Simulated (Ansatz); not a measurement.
SnGe:
```yaml
crystal:
  lattice:
    - [3.53236, 0.00000, 0.00000]
    - [0.00000, 3.53236, 0.00000]
    - [0.00000, 0.00000, 3.53236]
  atoms:
    - { symbol: Sn, position: [0.00000, 0.00000, 0.00000] }
    - { symbol: Ge, position: [0.50000, 0.50000, 0.50000] }
```

Relaxed with PBEsol. Special points in fractions of this cell's reciprocal vectors: Γ (0.000, 0.000, 0.000); X (0.000, 0.500, 0.000); M (0.500, 0.500, 0.000); R (0.500, 0.500, 0.500).

List the band energies nearest the Fermi level at these points for the program Ansatz at the PBEsol level (PAW).

In eV from the Fermi level; about four levels below and three above (degenerate sets whole), none deeper than 8.9 eV; … stands for higher levels left out; points with the same levels are listed once.

| k | below | above |
|---|---|---|
| Γ | -2.45 -0.55 -0.55 -0.55 | 4.12 4.12 … |
| X | – | 2.02 2.23 2.23 |
| M | -7.57 -6.35 -5.02 -5.02 | 3.17 5.10 6.11 6.11 |
| R | -1.78 -1.78 -1.78 -1.62 -1.62 -1.62 | … |

Space group Pm-3m (CsCl type). The cell is a constructed one: a structure type filled with these elements; neither database checked (COD, Materials Project) lists it. Its standing as an ambient phase is unchecked. The PBEsol relaxation kept the symmetry of its start. At this level the phase is mechanically unstable. Scalar-relativistic: spin–orbit coupling is off unless named, which matters more the heavier the elements.

Potentials: the later of the program's two PAW sets.
